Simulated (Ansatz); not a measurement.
Level of theory: DFT PBE, scalar-relativistic, plane waves, PAW (Ansatz). Settings: cutoff 420 eV, Γ-centred meshes spaced at most about 0.3 Å⁻¹, and about 0.25 Å⁻¹ or finer for metals (2π included), Gaussian smearing. Collinear spin in cells that started with moments and kept them past the coarse steps, no spin elsewhere.

Each of these unrelaxed guesses is relaxed in cell and atoms within its symmetry. A guess keeps its type if space group and coordination stay and the shape of the cell changes little (axis ratios within about 15 %, angles within 6°); the volume may change.

1. GaOsC4N4 (collinear spin from parallel moments)

```
Ga Os C N
1.0
     5.83239    0.00000    0.00000
     0.00000    5.83239    0.00000
     0.00000    0.00000    5.83239
Ga Os C N
1 1 4 4
Direct
  0.00000 0.00000 0.00000
  0.50000 0.50000 0.50000
  0.18769 0.18769 0.18769
  0.18769 0.81231 0.81231
  0.81231 0.18769 0.81231
  0.81231 0.81231 0.18769
  0.30350 0.30350 0.30350
  0.30350 0.69650 0.69650
  0.69650 0.30350 0.69650
  0.69650 0.69650 0.30350
```

2. CaCoB2 (collinear spin from parallel moments)

```
Ca Co B
1.0
     3.09548    0.00000    0.00000
    -1.54774    2.68077    0.00000
     0.00000    0.00000    4.54482
Ca Co B
1 1 2
Direct
  0.00000 0.00000 0.00000
  0.00000 0.00000 0.50000
  0.33333 0.66667 0.50000
  0.66667 0.33333 0.50000
```

3. La2SbAs3

```
La Sb As
1.0
     4.90970    0.00000    0.00000
    -2.45485    4.25192    0.00000
     0.00000    0.00000    8.87847
La Sb As
2 1 3
Cartesian
  0.0000 2.8346 4.4392
  2.4548 1.4173 4.4392
  0.0000 0.0000 4.4392
  0.0000 0.0000 2.5153
  0.0000 0.0000 6.3631
  0.0000 0.0000 0.0000
```

4. Zr2NbC3

```
Zr Nb C
1.0
     2.91652   -4.44747    0.00000
     2.91652    4.44747    0.00000
     0.00000    0.00000    2.90310
Zr Nb C
2 1 3
Direct
  0.21563 0.78437 0.00000
  0.78437 0.21563 0.00000
  0.50000 0.50000 0.00000
  0.00000 0.00000 0.00000
  0.50000 0.00000 0.50000
  0.00000 0.50000 0.50000
```

5. Li2ZnO2

```
Li Zn O
1.0
     3.75548    0.00000    0.00000
     0.00000    3.75548    0.00000
     0.00000    0.00000    4.57807
Li Zn O
2 1 2
Cartesian
  1.8777 1.8777 0.9598
  1.8777 1.8777 3.6182
  0.0000 0.0000 0.0000
  0.0000 0.0000 2.2890
  1.8777 1.8777 2.2890
```

6. NbVS3 (collinear spin from parallel moments)

```
Nb V S
1.0
     4.56670    0.00000    0.00000
     0.00000    4.56670    0.00000
     0.00000    0.00000    4.56730
Nb V S
1 1 3
Cartesian
  0.0000 0.0000 2.2227
  2.2834 2.2834 4.5311
  2.2834 0.0000 2.2211
  0.0000 0.0000 4.5062
  0.0000 2.2834 2.2211
```

**Question.** Which keep their type?

**Answer.** Guesses 1, 2 and 3 keep their type.

```tsv
guess	kept	start group	end group	V start (Å³/atom)	V end	b/a and c/a, end over start	nearest neighbours start	nearest neighbours end
1	yes	P-43m	P-43m	19.8	20.6	1.00, 1.00	C 1, Ga 4, N 1, Os 4	C 1, Ga 4, N 1, Os 4
2	yes	P6/mmm	P6/mmm	9.4	13.6	1.00, 1.03	B 6, Ca 2, Co 6	B 6, Ca 2, Co 6
3	yes	P6/mmm	P6/mmm	30.9	46.9	1.00, 1.01	As 1/2, La 6, Sb 2	As 1/2, La 6, Sb 2
4	no	Cmmm	Cmmm	12.6	15.9	2.26, 1.56	C 2/4, Nb 4, Zr 5	C 4/6, Nb 2, Zr 5
5	no	P4/mmm	P4/mmm	12.9	13.0	1.00, 2.27	Li 1, O 2, Zn 2	Li 1, O 2/4, Zn 12
6	no	P4mm	P4mm	19.1	27.5	1.00, 1.37	Nb 6, S 2, V 12	Nb 1, S 1/4, V 4
```

Neighbours count within 15 % of an atom's shortest distance; end groups are read at 0.02 Å (0.05 Å in metals).

Weakly bound directions are ill-defined at this level, which has no dispersion term (NbVS3 P4mm). Spin–orbit coupling, which can matter for Os and Sb, is left out. A magnetic state wasn't ruled out in cells without spin, among them La2SbAs3 P6/mmm, Li2ZnO2 P4/mmm. No Hubbard U is applied to the 3d shell of V. The magnetic state reached may not be the lowest. Trial moments died out on the coarse mesh in CaCoB2 P6/mmm; another magnetic start might hold. Cells relaxed within their symmetry can be saddle points.

In counts of neighbours, a slash parts the counts of unlike sites.
